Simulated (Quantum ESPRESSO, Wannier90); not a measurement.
## Tight-binding from DFT: TlCl (rock salt)

Materials Project entry mp-569639; symmetrised, unrelaxed at this level. Not found in the COD (Crystallography Open Database) copy used, which has the formula in other groups; not checked further. Computed values, not measurements, from PBEsol: Quantum ESPRESSO (norm-conserving PseudoDojo potentials, cutoff 50 Ry, no spin polarisation, no spin-orbit coupling) on a Γ-centred 8×8×8 mesh, then Wannier90. Density: 8×8×8 mesh, cold smearing 0.01 Ry. Spin-orbit coupling is left out although heavy elements are present.

Input w.win:

```
num_bands = 15
num_wann = 8
exclude_bands = 2-6
num_iter = 0
conv_tol = 1.0e-6
conv_window = 4
dis_num_iter = 1000
dis_conv_tol = 1.0e-6
dis_froz_max = 7.54
write_hr = true
write_u_matrices = true
begin projections
Tl: s;p
Cl: s;p
end projections
begin unit_cell_cart
ang
    0.0000000000    3.2195500000    3.2195500000
    3.2195500000    0.0000000000    3.2195500000
    3.2195500000    3.2195500000    0.0000000000
end unit_cell_cart
begin atoms_frac
Tl   0.0000000000  0.0000000000  0.0000000000
Cl   0.5000000000  0.5000000000  0.5000000000
end atoms_frac
mp_grid = 8 8 8
begin kpoints
0.0000000000 0.0000000000 0.0000000000
0.0000000000 0.0000000000 0.1250000000
0.0000000000 0.0000000000 0.2500000000
... (509 more lines: the 8x8x8 mesh through Gamma)
end kpoints
```

On the energy scale of pw.x, whose zero is arbitrary, the valence-band maximum lies at 3.75 eV. Lines of w_hr.dat (R1 R2 R3 m n Re Im, eV) for R = 0 and one of the shortest lattice vectors, rounded to 0.01 eV, lines under 0.02 eV left out; orbitals in order: Tl1 s, Tl1 pz, Tl1 px, Tl1 py, Cl2 s, Cl2 pz, Cl2 px, Cl2 py.

```
    0    0    0    1    1     0.36     0.00
    0    0    0    2    2     8.20     0.00
    0    0    0    3    3     8.20     0.00
    0    0    0    4    4     8.20     0.00
    0    0    0    5    5    -9.83     0.00
    0    0    0    6    6     2.10     0.00
    0    0    0    7    7     2.10     0.00
    0    0    0    8    8     2.10     0.00
   -1    0    0    1    1    -0.03     0.00
   -1    0    0    2    1     0.09     0.00
   -1    0    0    4    1     0.09     0.00
   -1    0    0    1    2    -0.09     0.00
   -1    0    0    2    2     0.19     0.00
   -1    0    0    4    2     0.25     0.00
   -1    0    0    3    3    -0.05     0.00
   -1    0    0    1    4    -0.09     0.00
   -1    0    0    2    4     0.25     0.00
   -1    0    0    4    4     0.19     0.00
   -1    0    0    1    5    -0.20     0.00
   -1    0    0    3    5    -0.36     0.00
   -1    0    0    2    6    -0.23     0.00
   -1    0    0    8    6     0.03     0.00
   -1    0    0    1    7     0.72     0.00
   -1    0    0    3    7     1.18     0.00
   -1    0    0    4    8    -0.23     0.00
   -1    0    0    6    8     0.03     0.00
```
